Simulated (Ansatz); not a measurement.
BN:
```
BN
1.0
    0.00000     1.78992     1.78992
    1.78992     0.00000     1.78992
    1.78992     1.78992     0.00000
B N
1 1
Direct
  0.00000   0.00000   0.00000
  0.25000   0.25000   0.25000
```

Cartesian axes are those of the cell as given.

Task: Give the high-frequency dielectric tensor and the Born effective charge tensors of the independent atoms from DFPT, DFT-LDA in the program Ansatz with PAW potentials.

Result: 
ε∞:
```
4.57  0.00  0.00
0.00  4.57  0.00
0.00  0.00  4.57
```
Z* of atom 1 (B), rows: field, columns: displacement, in e:
```
1.88  0.00  0.00
0.00  1.88  0.00
0.00  0.00  1.88
```
Z* of atom 2 (N), rows: field, columns: displacement, in e:
```
-1.88   0.00   0.00
 0.00  -1.88   0.00
 0.00   0.00  -1.88
```

Space group F-43m (zinc blende). The cell was relaxed with LDA under the symmetry of its start.

Potentials: the earlier of the program's two PAW sets. The files were generated under PBE; for other functionals the program regenerates the frozen cores, and for LDA and PBEsol the local potential too.
